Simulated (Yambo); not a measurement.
BaTiB2O6 (space group R-3, No. 148); a = b = c = 6.325 Å, α = β = γ = 47.29°. With the G0W0 scissor the direct gap on the mesh is 4.83 eV. Axes are Cartesian, with cell vectors (Å) (2.54, 1.46, 5.61), (-2.54, 1.46, 5.61), (0.00, -2.93, 5.61).

### Question
Can the lowest exciton of this BSE run be trusted, and with what binding energy? (Yambo, LDA bands; 4×4×4 mesh, 14 valence and 10 conduction bands, static screening with 78 bands and a 3 Ry block, scissor 2.38 eV, Tamm-Dancoff.)

### Answer
The mesh holds a bound state, but the numbers are provisional. These are vertical excitations (zero momentum). The lowest state lies at 3.85 eV (dark for light along x), the direct quasiparticle gap on this mesh at 4.83 eV. Its binding energy, counted from that gap, is 0.97 eV; it spreads over about 18 k points of the mesh. Convergence with the mesh was not shown. The first optically allowed state is at 4.20 eV. The scissor comes from a G0W0 run whose convergence isn't established. 

Geometry of the Materials Project entry, not relaxed at this level.
